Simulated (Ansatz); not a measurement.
## Ta$_{4}$C$_{3}$ (Pm-3m): electronic heat capacity and spin susceptibility from the density of states

The calculation used DFT r2SCAN, scalar-relativistic, plane waves, PAW (Ansatz 0.2.0).

Settings: cutoff 500 eV, Γ-centred mesh 8×8×8 on the computed 7-atom cell, Gaussian smearing of 0.10 eV; no spin polarisation.

Relaxed cell: Pm-3m, a = 4.425 Å, b = 4.425 Å, c = 4.425 Å, α = 90.00°, β = 90.00°, γ = 90.00°, 7 atoms in the primitive cell. Whether it is the stable form of this composition wasn't checked.

The density of states at the Fermi level is 3.816 states/eV in the cell of 7 atoms (1 formula unit; both spins, tetrahedra on a 12×12×12 mesh).

Q: What Sommerfeld coefficient and Pauli susceptibility does this give?

A: Per formula unit N(E_F) = 3.816 states/eV. γ = (π²/3) k_B² N(E_F) N_A = 2.357 mJ/(mol K²) per state/eV, so γ = 9.0 mJ/(mol K²), a mole of formula units. χ_P = μ_B² N(E_F) N_A = 3.23×10⁻⁵ emu/mol per state/eV gives 12.3×10⁻⁵ emu/mol. This is the bare band result: a measured γ of the same phase is as a rule larger by a factor 1 + λ from phonons and spin fluctuations, the spin part of χ is larger by the Stoner factor, and a measured χ also holds orbital and core terms. N(E_F) at one energy is sensitive to the mesh where the density of states has sharp peaks.

Spin-orbit coupling is left out, which matters for the bands of heavy elements.

Cost: 1 run of about 2.6 core-minutes, on Oxide Virtual Turin-like Processor (Zen 5) (shared hosts).